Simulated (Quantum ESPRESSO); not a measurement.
Zn2GaS3F, convergence and cost over cutoff and k mesh

A calculation, not a measurement. The program is pw.x of Quantum ESPRESSO 7.5 (plane-wave density functional theory). The cell is made up: 7 atoms on a wurtzite lattice with one site empty, with randomly drawn elements, strain and displacements, not relaxed. PseudoDojo standard norm-conserving files (v0.5 for PBE, v0.4.1 for LDA and PBEsol) set the functional; there is no spin polarisation, spin-orbit coupling or dispersion term, and the masses in the input are unused placeholders.

Input of the run in row 4:

```
&control calculation='scf', pseudo_dir='./dojo.nc.sr.pbe.v0_5.standard.upf', outdir='./o', disk_io='medium', tprnfor=.true., tstress=.true. /
&system ibrav=0, nat=7, ntyp=4, nbnd=45, ecutwfc=84.00895049, nosym=.true., tot_charge=0,
 occupations='smearing', smearing='fd', degauss=0.0018374661
/
&electrons conv_thr=7.350e-09, electron_maxstep=60, /
ATOMIC_SPECIES
F 1.0 F.upf
Ga 1.0 Ga.upf
S 1.0 S.upf
Zn 1.0 Zn.upf
CELL_PARAMETERS angstrom
3.7465 0.0 0.0
0.0 6.4891 0.0
0.0 0.0 6.118
ATOMIC_POSITIONS angstrom
Zn 1.9283 3.2845 0.0715
Ga 1.9942 1.1082 3.0113
Zn -0.0198 4.2868 3.0154
S 0.0973 0.1013 2.3895
S 1.8609 3.1919 2.1608
F 1.7748 1.0362 5.5058
S -0.0432 4.331 5.3464
K_POINTS automatic
5 4 4 1 1 1
```

The same cell was run at these settings. Meshes are shifted by half a step, and differences are from the last row, which is itself not exact.

```
cutoff (eV)     k mesh  k points solved  threshold (eV)  free energy less the last row's (eV)  pressure (GPa)  largest stress difference (GPa)  largest force difference (eV/Å)  iterations  wall time (s)  k-point pools                  processor
        800  2 x 2 x 2                4           1e-04                                 2.937          -36.14                            39.74                            0.127           8             36              1      AMD EPYC, Zen 5 class
       1143  2 x 2 x 2                4           1e-07                                -0.643            0.33                             3.17                            0.106          12             60              1      AMD EPYC, Zen 5 class
        735  5 x 4 x 4               40           1e-07                                10.467          -84.92                            86.23                            0.037          12            220              1      AMD EPYC, Zen 5 class
       1143  5 x 4 x 4               40           1e-07                                -0.006            1.12                             0.06                            0.002          12            487              1      AMD EPYC, Zen 5 class
       1437  7 x 6 x 6              126           1e-07                                 0.000            1.14                             0.00                            0.000          12            431              4  Intel Xeon, 2023 or later
```

Each pool is one process. Wall times include start-up and a band step at six k points, which weighs most on the coarsest meshes. The runs were on shared virtual cores whose load varied, so times are rough.